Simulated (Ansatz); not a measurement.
Ge$_{2}$Sb$_{2}$Te$_{5}$:
```cif
data_Ge2Sb2Te5
_chemical_formula_sum 'Te5 Ge2 Sb2'
_space_group_name_H-M_alt 'P-3m1'
_space_group_IT_number 164
_space_group_name_Hall '-P 3 2"'
_cell_length_a 4.24746
_cell_length_b 4.24746
_cell_length_c 17.34563
_cell_angle_alpha 90.000
_cell_angle_beta 90.000
_cell_angle_gamma 120.000
loop_
_atom_site_label
_atom_site_type_symbol
_atom_site_symmetry_multiplicity
_atom_site_Wyckoff_symbol
_atom_site_fract_x
_atom_site_fract_y
_atom_site_fract_z
_atom_site_occupancy
Te1 Te 1 a 0.00000 0.00000 0.00000 1
Ge1 Ge 2 d 0.66667 0.33333 0.09872 1
Te2 Te 2 d 0.33333 0.66667 0.19495 1
Sb1 Sb 2 c 0.00000 0.00000 0.31150 1
Te3 Te 2 d 0.66667 0.33333 0.40967 1
```

Relaxed with r²SCAN+D4.

Task: Which orbitals make up the states near the band edges in r²SCAN+D4 in the plane-wave PAW code Ansatz?

Result: Top 1 eV of the valence band: Te 5p 72 %, Ge 4s 10 %, Sb 5s 6 %. Bottom 1 eV of the conduction band: Sb 5p 33 %, Ge 4p 31 %, Te 5p 25 %, Te 5s 5 %. Projections are on Löwdin-orthogonalised atomic valence shells; empty p or d shells of many metals are not among them.

Task: Tabulate the density of states.

Result: States/eV per cell of 9 atoms, in 0.25 eV bins, energy from the valence-band maximum.

```csv
E (eV),total,Te 5p,Sb 5p,Ge 4p
-7.85,1.89,0.35,0.03,0.03
-7.60,1.30,0.24,0.02,0.02
-7.35,1.10,0.21,0.01,0.02
-7.10,0.52,0.10,0.01,0.01
-6.85,0.38,0.07,0.01,0.01
-6.60,0.34,0.06,0.01,0.01
-6.35,0.31,0.05,0.01,0.01
-6.10,0.26,0.04,0.01,0.00
-5.85,1.38,0.65,0.25,0.26
-5.60,1.82,0.98,0.40,0.39
-5.35,3.72,1.98,1.09,0.49
-5.10,3.29,1.78,1.00,0.38
-4.85,3.73,2.05,1.05,0.49
-4.60,3.80,2.13,1.01,0.51
-4.35,6.23,3.53,1.56,0.83
-4.10,6.35,3.66,1.52,0.87
-3.85,7.94,4.59,1.91,1.04
-3.60,6.62,3.86,1.63,0.79
-3.35,6.25,3.70,1.38,0.81
-3.10,7.31,4.45,1.36,1.07
-2.85,7.62,4.79,1.17,1.17
-2.60,6.10,3.86,0.89,0.93
-2.35,5.65,3.69,0.72,0.87
-2.10,6.38,4.36,0.51,1.03
-1.85,6.90,4.85,0.44,1.02
-1.60,4.97,3.95,0.22,0.45
-1.35,5.67,4.54,0.21,0.39
-1.10,4.22,3.14,0.20,0.27
-0.85,6.03,4.40,0.26,0.31
-0.60,5.63,3.98,0.23,0.19
-0.35,2.54,1.81,0.09,0.07
-0.10,0.13,0.09,0.00,0.01
0.15,0.00,0.00,0.00,0.00
0.40,0.09,0.02,0.03,0.04
0.65,2.79,0.55,1.00,0.95
0.90,7.72,1.79,2.70,2.43
1.15,7.25,1.98,2.29,2.15
1.40,7.76,2.33,2.41,2.09
1.65,5.87,2.02,2.09,1.03
1.90,5.11,1.89,1.95,0.70
2.15,4.92,1.89,1.82,0.70
2.40,5.76,2.23,1.94,0.95
2.65,4.71,1.77,1.42,0.89
2.90,4.62,1.57,1.16,0.98
3.15,4.89,1.61,0.95,1.43
3.40,4.26,1.35,0.66,1.35
3.65,6.35,1.70,0.85,1.59
3.90,5.66,1.42,0.58,1.38
4.15,5.69,1.51,0.62,1.44
4.40,5.21,1.27,0.52,1.17
4.65,6.15,1.40,0.47,1.46
4.90,5.57,1.11,0.26,1.32
5.15,5.65,0.99,0.21,1.14
```

The cell was relaxed with r²SCAN+D4 under the symmetry of its start. Scalar-relativistic: spin–orbit coupling is off unless named, which matters more the heavier the elements.

Potentials: the later of the program's two PAW sets.
